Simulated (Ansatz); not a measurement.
BiTe:
```xyz
2
Lattice="2.3802 1.3742 3.1812 -2.3802 1.3742 3.1812 0.0000 -2.7484 3.1812" Properties=species:S:1:pos:R:3 pbc="T T T"
Bi     0.0000     0.0000     4.7719
Te     0.0000     0.0000     0.0000
```

Relaxed with LDA. Special points in fractions of this cell's reciprocal vectors: Γ (0.000, 0.000, 0.000); T (0.500, 0.500, 0.500); H2 (0.709, 0.291, 0.500); H0 (0.500, -0.291, 0.291); L (0.500, 0.000, 0.000); S0 (0.396, -0.396, 0.000); S2 (0.604, 0.000, 0.396); F (0.500, 0.000, 0.500).

**Question.** List the band energies nearest the Fermi level at these points for LDA in the plane-wave PAW code Ansatz.

**Answer.** In eV from the Fermi level; about four levels below and three above (degenerate sets whole), none deeper than 8.9 eV; points with the same levels are listed once.

```csv
k,below,above
Γ,-8.14 -3.14 -3.14 -1.59,2.03 2.76 2.76
T,-2.39 -1.80 -1.51 -1.51,8.38 9.06 9.56 9.56
H2,-5.25 -5.24 -1.88 -0.77,3.25 3.71 5.73
L,-1.87 -1.05 -0.85 -0.68,0.50 6.72 6.86
S0,-5.81 -4.02 -3.09,2.21 2.58 3.13
F,-6.07 -4.90 -3.42,2.28 3.24 3.85
```

Space group R-3m. The first step of the workflow began from a Materials Project structure, measured or hypothetical; the Crystallography Open Database copy checked does not list it. COD files the formula under space group No. 164, 225. Its standing as an ambient phase is unchecked. The cell was relaxed with LDA under the symmetry of its start; whether a distortion lowers the energy is not shown. With an odd number of electrons in the cell and no spin polarisation, the count alone makes it a metal. Spin–orbit coupling is left out wherever it is not named.

Potentials: the later of the program's two PAW sets.
